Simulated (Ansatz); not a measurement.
## Two inputs for ZnS with Fe replacing Zn

This input was run with Ansatz:

```yaml
crystal:
  lattice:
    - [7.624, 0.0, 0.0]
    - [-3.812, 6.6025776784, 0.0]
    - [0.0, 0.0, 18.68999]
  atoms:
    - { symbol: Zn, position: [0.0, 0.0, 0.0] }
    - { symbol: Zn, position: [0.0, 0.5, 0.0] }
    - { symbol: Zn, position: [0.5, 0.0, 0.0] }
    - { symbol: Zn, position: [0.5, 0.5, 0.0] }
    - { symbol: Zn, position: [0.0, 0.0, 0.5] }
    - { symbol: Zn, position: [0.0, 0.5, 0.5] }
    - { symbol: Zn, position: [0.5, 0.0, 0.5] }
    - { symbol: Zn, position: [0.5, 0.5, 0.5] }
    - { symbol: Zn, position: [0.1666666666, 0.3333333334, 0.16667] }
    - { symbol: Zn, position: [0.1666666666, 0.8333333334, 0.16667] }
    - { symbol: Zn, position: [0.6666666666, 0.3333333334, 0.16667] }
    - { symbol: Zn, position: [0.6666666666, 0.8333333334, 0.16667] }
    - { symbol: Zn, position: [0.3333333334, 0.1666666666, 0.66667] }
    - { symbol: Zn, position: [0.3333333334, 0.6666666666, 0.66667] }
    - { symbol: Zn, position: [0.8333333334, 0.1666666666, 0.66667] }
    - { symbol: Zn, position: [0.8333333334, 0.6666666666, 0.66667] }
    - { symbol: Fe, position: [0.3333333334, 0.1666666666, 0.33333], spin: 5.0 }
    - { symbol: Zn, position: [0.3333333334, 0.6666666666, 0.33333] }
    - { symbol: Zn, position: [0.8333333334, 0.1666666666, 0.33333] }
    - { symbol: Zn, position: [0.8333333334, 0.6666666666, 0.33333] }
    - { symbol: Zn, position: [0.1666666666, 0.3333333334, 0.83333] }
    - { symbol: Zn, position: [0.1666666666, 0.8333333334, 0.83333] }
    - { symbol: Zn, position: [0.6666666666, 0.3333333334, 0.83333] }
    - { symbol: Zn, position: [0.6666666666, 0.8333333334, 0.83333] }
    - { symbol: S, position: [0.0, 0.0, 0.125] }
    - { symbol: S, position: [0.0, 0.5, 0.125] }
    - { symbol: S, position: [0.5, 0.0, 0.125] }
    - { symbol: S, position: [0.5, 0.5, 0.125] }
    - { symbol: S, position: [0.0, 0.0, 0.625] }
    - { symbol: S, position: [0.0, 0.5, 0.625] }
    - { symbol: S, position: [0.5, 0.0, 0.625] }
    - { symbol: S, position: [0.5, 0.5, 0.625] }
    - { symbol: S, position: [0.1666666666, 0.3333333334, 0.29167] }
    - { symbol: S, position: [0.1666666666, 0.8333333334, 0.29167] }
    - { symbol: S, position: [0.6666666666, 0.3333333334, 0.29167] }
    - { symbol: S, position: [0.6666666666, 0.8333333334, 0.29167] }
    - { symbol: S, position: [0.3333333334, 0.1666666666, 0.79167] }
    - { symbol: S, position: [0.3333333334, 0.6666666666, 0.79167] }
    - { symbol: S, position: [0.8333333334, 0.1666666666, 0.79167] }
    - { symbol: S, position: [0.8333333334, 0.6666666666, 0.79167] }
    - { symbol: S, position: [0.3333333334, 0.1666666666, 0.45833] }
    - { symbol: S, position: [0.3333333334, 0.6666666666, 0.45833] }
    - { symbol: S, position: [0.8333333334, 0.1666666666, 0.45833] }
    - { symbol: S, position: [0.8333333334, 0.6666666666, 0.45833] }
    - { symbol: S, position: [0.1666666666, 0.3333333334, 0.95833] }
    - { symbol: S, position: [0.1666666666, 0.8333333334, 0.95833] }
    - { symbol: S, position: [0.6666666666, 0.3333333334, 0.95833] }
    - { symbol: S, position: [0.6666666666, 0.8333333334, 0.95833] }
magnetization:
  spin_polarized: true
total_charge: 1
kpoints:
  mp_grid: { grid: [3, 3, 1], shift: [0.5, 0.5, 0.0] }
scf:
  occupations: { method: fermi_dirac, width: 0.01 }
hamiltonian:
  xc: pbe
  pseudopotentials: { kind: paw }
output:
  forces: true
  stress: true
  populations: true
  efg:
    quadrupole_moments_barn: { Zn: 0.122, Fe: 0.16, S: -0.0694 }
    contact_densities: true
  write_density: true
  write_potential: true
  elf: true
  volumetric_format: npy
```

The quadrupole moment typed for Fe is that of the 14.4 keV Mössbauer state of ⁵⁷Fe; the ground state has I = 1/2 and no quadrupole moment.

It converged. Of its output the block on the nuclei alone is shown, without the SCF iterations, energies, forces and stress (one atom of each set, the first 14 sets):

```
--- PAW observables at the nuclei: V_zz in 10²¹ V/m², potentials from the cell's mean, atoms counted from 1 ---
  atom   1  Zn V_zz =    +0.431847   η = 0.1523   by run symmetry: allowed   C_q = +1.2739 MHz
            electrostatic potential = -3941.858082 V   contact ρ = 166603.778955 e/Å³   contact ρ_s (e/Å³): all electrons +0.012368, valence +0.011928
  atom   2  Zn V_zz =    +0.738699   η = 0.0937   by run symmetry: allowed   C_q = +2.1791 MHz
            electrostatic potential = -3941.820802 V   contact ρ = 166603.863894 e/Å³   contact ρ_s (e/Å³): all electrons +0.007769, valence +0.009338
  atom   3  Zn V_zz =    +0.438911   η = 0.2517   by run symmetry: allowed   C_q = +1.2948 MHz
            electrostatic potential = -3941.858672 V   contact ρ = 166603.777585 e/Å³   contact ρ_s (e/Å³): all electrons +0.012408, valence +0.011973
  atom   5  Zn V_zz =    +1.244290   η = 0.5812   by run symmetry: allowed   C_q = +3.6706 MHz
            electrostatic potential = -3941.489095 V   contact ρ = 166604.011079 e/Å³   contact ρ_s (e/Å³): all electrons +0.082686, valence +0.091799
  atom   6  Zn V_zz =    -0.645256   η = 0.0445   by run symmetry: allowed   C_q = -1.9035 MHz
            electrostatic potential = -3941.650063 V   contact ρ = 166603.751219 e/Å³   contact ρ_s (e/Å³): all electrons +0.003895, valence +0.004685
  atom   7  Zn V_zz =    +1.273393   η = 0.5302   by run symmetry: allowed   C_q = +3.7564 MHz
            electrostatic potential = -3941.487245 V   contact ρ = 166603.988105 e/Å³   contact ρ_s (e/Å³): all electrons +0.105904, valence +0.114830
  atom   9  Zn V_zz =    +1.607552   η = 0.2231   by run symmetry: allowed   C_q = +4.7422 MHz
            electrostatic potential = -3941.529675 V   contact ρ = 166603.985412 e/Å³   contact ρ_s (e/Å³): all electrons +0.058421, valence +0.067009
  atom  10  Zn V_zz =    +1.570453   η = 0.2130   by run symmetry: allowed   C_q = +4.6328 MHz
            electrostatic potential = -3941.533008 V   contact ρ = 166603.988880 e/Å³   contact ρ_s (e/Å³): all electrons +0.049319, valence +0.057814
  atom  12  Zn V_zz =    +0.513649   η = 0.0116   by run symmetry: allowed   C_q = +1.5152 MHz
            electrostatic potential = -3941.679112 V   contact ρ = 166603.673423 e/Å³   contact ρ_s (e/Å³): all electrons -0.002399, valence -0.001799
  atom  13  Zn V_zz =    -0.204043   η = 0.0820   by run symmetry: allowed   C_q = -0.6019 MHz
            electrostatic potential = -3941.839652 V   contact ρ = 166603.645438 e/Å³   contact ρ_s (e/Å³): all electrons -0.018580, valence -0.017991
  atom  14  Zn V_zz =    -0.213864   η = 0.7311   by run symmetry: allowed   C_q = -0.6309 MHz
            electrostatic potential = -3941.849059 V   contact ρ = 166603.660888 e/Å³   contact ρ_s (e/Å³): all electrons -0.007035, valence -0.005998
  atom  16  Zn V_zz =    -0.251802   η = 0.5999   by run symmetry: allowed   C_q = -0.7428 MHz
            electrostatic potential = -3941.849202 V   contact ρ = 166603.663059 e/Å³   contact ρ_s (e/Å³): all electrons -0.007862, valence -0.006743
  atom  17  Fe V_zz =    +1.808073   η = 0.5192   by run symmetry: allowed   C_q = +6.9950 MHz
            electrostatic potential = -3200.394036 V   contact ρ = 100570.668589 e/Å³   contact ρ_s (e/Å³): all electrons -2.401816, valence +5.916032
  atom  18  Zn V_zz =    -1.206800   η = 0.7781   by run symmetry: allowed   C_q = -3.5600 MHz
            electrostatic potential = -3941.269826 V   contact ρ = 166604.191254 e/Å³   contact ρ_s (e/Å³): all electrons +0.310848, valence +0.322783
```

(1) Can these gradients be trusted, and how do they compare with a run on standard settings?

## Answers

(1) As results of these settings, within the limits told below. Against the standard input the change is `kpoints.mp_grid.shift`: not typed → [0.5, 0.5, 0.0]. A site carries the number of its first atom; V_zz in 10²¹ V/m².

| site | V_zz standard | η standard | V_zz here | η here |
| --- | --- | --- | --- | --- |
| Fe | -0.74 | 0.00 | 1.81 | 0.52 |
| S29 | 1.15 | 0.18 | 1.24 | 0.32 |
| S31 | 1.15 | 0.18 | 1.26 | 0.02 |
| S30 | 0.43 | 0.00 | 0.48 | 0.54 |
| S33 | -0.44 | 0.70 | -0.41 | 0.56 |
| S34 | -0.44 | 0.70 | -0.51 | 0.45 |
| S37 | 0.038 | 0.00 | -0.41 | 0.39 |
| S38 | 0.074 | 0.66 | -0.43 | 0.26 |
| S40 | 0.074 | 0.66 | -0.46 | 0.30 |
| S45 | -0.14 | 0.91 | -0.24 | 0.90 |
| S46 | -0.14 | 0.91 | 0.33 | 0.57 |
| S48 | -0.12 | 0.00 | 0.29 | 0.52 |

The largest change of V_zz along a kept axis is on S31, from 1.15 to 1.26. The whole tensor moves most on Fe, by 1.72 along its most changed direction. Where |V_zz| stays above 0.1 and the axes keep their order, η moves most on S30, from 0.00 to 0.54. On S45 V_xx and V_yy change places (or their axes turn by over 50°), so the two values of η hide a larger change. On Fe, S46, S48, S38, S40, S37 the largest principal value lies along another axis in the second run, so the two V_zz can't be compared directly. The table leaves out 24 of the 36 sites, with |V_zz| up to 1.61; their tensors move by 0.12 at most along any direction. The statements above cover all sites. That the mesh alone moves the values this far shows that they aren't yet converged in k-points. Symmetry makes η zero on Fe, S30, S37, S48; the changed mesh lacks the crystal's symmetry, and the η that it gives there is an artefact. SCF iterations: 19 and 22. New warnings: symmetry narrowed by mesh.

On the reference run: The defect repeats with the cell of 48 atoms, so it feels its images: sites between two images don't show the values beside a lone defect, and zeros or small values of η there can come from the images' arrangement. S and Zn carry a gradient in the pure host already, so the values there aren't the defect's effect alone. A uniform background compensates the cell's charge. The defect cell has no gap above 0.1 eV on its mesh, so the values can hang on the smearing and the k-mesh. The program didn't check the stability of this electronic state in full, so a lower one may lie near. With these PAW files V_zz is typically within 2 to 3 % of all-electron values, but misses above 10 % occur on Fe. The neighbours have not yet relaxed around the defect (largest force 0.71 eV/Å), so a real crystal will differ.
